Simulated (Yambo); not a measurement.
Yambo run on SrNiF₆ (space group R-3m, No. 166). The wavefunctions come from this Quantum ESPRESSO step (LDA, PseudoDojo standard norm-conserving files, scalar-relativistic):

```
&CONTROL
  calculation = 'nscf'
  pseudo_dir = './pseudo'
  outdir = './out'
/
&SYSTEM
  ibrav = 0
  nat = 8
  ntyp = 3
  ecutwfc = 98.0
  ecutrho = 392.0
  occupations = 'fixed'
  force_symmorphic = .true.
  nbnd = 157
/
&ELECTRONS
  conv_thr = 8e-09
  diago_full_acc = .true.
  diago_thr_init = 1e-08
/
ATOMIC_SPECIES
F 18.9984 F.upf
Ni 58.6934 Ni.upf
Sr 87.6200 Sr.upf
CELL_PARAMETERS angstrom
  3.552129862000   2.050823132000   2.203667000000
 -3.552129862000   2.050823132000   2.203667000000
  0.000000000000  -4.101646265000   2.203667000000
ATOMIC_POSITIONS crystal
F   0.722100000000   0.722100000000   0.067950000000
F   0.277900000000   0.277900000000   0.932050000000
F   0.067950000000   0.722100000000   0.722100000000
F   0.932050000000   0.277900000000   0.277900000000
F   0.722100000000   0.067950000000   0.722100000000
F   0.277900000000   0.932050000000   0.277900000000
Ni   0.000000000000   0.000000000000   0.000000000000
Sr   0.500000000000   0.500000000000   0.500000000000
K_POINTS automatic
2 2 2 0 0 0
```

Yambo input:

```
rim_cut
gw0
dyson
el_el_corr
HF_and_locXC
ppa
em1d
RandQpts= 1000000
RandGvec= 1 Ry
EXXRLvcs= 98 Ry
VXCRLvcs= 392 Ry
Chimod= "HARTREE"
% BndsRnXp
 5 | 156 |
%
NGsBlkXp= 7 Ry
% LongDrXp
 1.0 | 1.0 | 1.0 |
%
PPAPntXp= 27.2114 eV
% GbndRnge
 1 | 156 |
%
GTermKind= "BG"
DysSolver= "n"
ExtendOut
% QPkrange
 1 | 1 | 35 | 36 |
 2 | 2 | 35 | 36 |
 3 | 3 | 35 | 36 |
 4 | 4 | 35 | 36 |
%
```

k points by index: 1 = Γ, 2 = L, 3 = F, 4 = Z.

The o-*.qp file then holds:

```
#    K-point    Band    Eo [eV]    E [eV]    E-Eo [eV]    Vxc [eV]    Vnlxc [eV]    Sc|Eo [eV]    Sc|E [eV]    dSc/dw|Eo [eV]    Re(Z)    Im(Z)
#
    1    35    -0.422534    -1.831585    -1.409051    -23.45712    -31.71446    6.414523    6.848293    -8.375504    0.764642    -0.001770
    1    36    1.135638    2.744829    1.609191    -28.66676    -23.71462    -2.805715    -3.342957    -9.083953    0.749716    -0.001898
    2    35    -0.151732    -1.263808    -1.112076    -28.17026    -36.92833    7.259460    7.646002    -9.455919    0.742110    -0.002008
    2    36    1.401493    3.024190    1.622697    -28.93022    -23.97449    -2.780697    -3.333034    -9.261322    0.746069    -0.002103
    3    35    0.000000    -1.150273    -1.150273    -27.85231    -36.61105    7.215459    7.608462    -9.294912    0.745384    -0.001915
    3    36    1.197274    2.801793    1.604518    -28.66778    -23.73572    -2.789825    -3.327540    -9.118383    0.749005    -0.001974
    4    35    -0.152283    -1.261159    -1.108876    -28.19869    -36.96539    7.271205    7.657823    -9.485073    0.741521    -0.001999
    4    36    1.164644    2.776340    1.611696    -28.79582    -23.81435    -2.829648    -3.369775    -9.118534    0.749003    -0.001895
```
(The two width columns are left out.) Convergence of these settings isn't established.

Geometry of the Materials Project entry, not relaxed at this level.

The runs are not spin-polarised; magnetic order was not tried.
